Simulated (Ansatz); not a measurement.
Y$_{3}$Si$_{5}$:
Space group P-62m (No. 189); a = b = 6.5840 Å, c = 4.1943 Å, α = β = 90.00°, γ = 120.00°

| atom | site | symmetry | x | y | z |
|---|---|---|---|---|---|
| Y | 3f | m2m | 0.0000 | 0.6474 | 0.0000 |
| Si | 2d | -6.. | 0.3333 | 0.6667 | 0.5000 |
| Si | 3g | m2m | 0.7317 | 0.7317 | 0.5000 |

Relaxed at zero pressure with PBE (plane waves, PAW; program Ansatz).

Task: The volume is raised by 9 % and shape and atoms relax at that volume. What pressure results, and how do the axes share the change?

Result: -5.4 GPa; a 3.9 %, b 3.9 %, c 0.9 %; the energy rises by 31 meV/atom.

Task: Give the new structure.

Result: 
Space group P-62m (No. 189); a = 6.844 Å, b = 6.844 Å, c = 4.231 Å, α = 90.00°, β = 90.00°, γ = 120.00°

| atom | site | symmetry | x | y | z |
|---|---|---|---|---|---|
| Y | 3f | m2m | 0.0000 | 0.6504 | 0.0000 |
| Si | 2d | -6.. | 0.3333 | 0.6667 | 0.5000 |
| Si | 3g | m2m | 0.7103 | 0.7103 | 0.5000 |

The phase is kept; no other phase was compared at this pressure.

The start of the workflow was typed in or built on a structure type; neither database checked (COD, Materials Project) lists it. Its standing as an ambient phase is unchecked. The cell was relaxed with PBE under the symmetry of its start; whether a distortion lowers the energy is not shown. No spin polarisation was allowed.

Potentials: the earlier of the program's two PAW sets.
